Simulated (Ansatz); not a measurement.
**Nb (Fm-3m), two-dimensional strain map**

Level of theory: DFT r2SCAN, scalar-relativistic, plane waves, PAW in Ansatz. Cutoff 500 eV, Γ-centred 20×20×20 k-points, Gaussian smearing of 0.15 eV. No spin polarisation. Energies are free energies at this smearing, counted from the undisturbed cell; pressure is positive in compression.

The starting cell (as given, not relaxed at this level; it stands at -2.0 GPa; this fcc form isn't the usual structure):

```
Nb
1.0
     0.00000    2.11500    2.11500
     2.11500    0.00000    2.11500
     2.11500    2.11500    0.00000
Nb
1
Direct
  0.00000 0.00000 0.00000
```

The cell is strained by p along both x and y and by q along z, fractional coordinates fixed. Points are written (p, q).

Energy above the undisturbed cell in meV/atom (a dash: not computed):

```
 p \ q  -0.030  0.000  0.030
-0.030       ?   10.8  -33.9
 0.000       ?    0.0    7.1
 0.030   -18.9   38.8      –
```

(1) Fill in the withheld energies.

## Answers

(1) (-0.030, -0.030): 62.2; (0.000, -0.030): -9.2.